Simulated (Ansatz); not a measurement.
NaTaO₃:
```yaml
crystal:
  lattice:
    - [5.48498, 0.00000, 0.00000]
    - [0.00000, 5.48498, 0.00000]
    - [0.00000, 0.00000, 3.95405]
  atoms:
    - { symbol: Na, position: [0.00000, 0.50000, 0.50000] }
    - { symbol: Na, position: [0.50000, 0.00000, 0.50000] }
    - { symbol: Ta, position: [0.00000, 0.00000, 0.00000] }
    - { symbol: Ta, position: [0.50000, 0.50000, 0.00000] }
    - { symbol: O, position: [0.69961, 0.19961, 0.00000] }
    - { symbol: O, position: [0.30039, 0.80039, 0.00000] }
    - { symbol: O, position: [0.80039, 0.69961, 0.00000] }
    - { symbol: O, position: [0.19961, 0.30039, 0.00000] }
    - { symbol: O, position: [0.00000, 0.00000, 0.50000] }
    - { symbol: O, position: [0.50000, 0.50000, 0.50000] }
```

Tensor components refer to the Cartesian frame of this cell.

**Question.** Give the high-frequency dielectric tensor and the Born effective charge tensors of the independent atoms from DFPT, PBEsol (plane waves, PAW; program Ansatz).

**Answer.** 
ε∞:
```
5.25  0.00  0.00
0.00  5.25  0.00
0.00  0.00  5.28
```
Z* of atom 1 (Na), rows: field, columns: displacement, in e:
```
 1.11  -0.07   0.00
-0.07   1.11   0.00
 0.00   0.00   1.11
```
Z* of atom 3 (Ta), rows: field, columns: displacement, in e:
```
 8.37   1.06   0.00
-1.06   8.37   0.00
 0.00   0.00   8.57
```
Z* of atom 5 (O), rows: field, columns: displacement, in e:
```
-3.96   2.36   0.00
 2.36  -3.96   0.00
 0.00   0.00  -1.59
```
Z* of atom 9 (O), rows: field, columns: displacement, in e:
```
-1.56  -0.16   0.00
 0.16  -1.56   0.00
 0.00   0.00  -6.50
```

Static charges for comparison (Bader): Na1 +0.89, Ta3 +2.90, O5 -1.26, O9 -1.27 e. Born charges measure polarisation by displacement and can exceed these by far.

Space group P4/mbm. The first step of the workflow began from a Materials Project structure, measured or hypothetical; the Crystallography Open Database files this formula in space group No. 127, but the cells were not matched. Whether it is the stable phase at ambient conditions was not checked. Symmetry was held in the PBEsol relaxation; its stability against distortions is not shown here. The run is not spin-polarised. Spin–orbit coupling is left out wherever it is not named.

Potentials: the later of the program's two PAW sets.
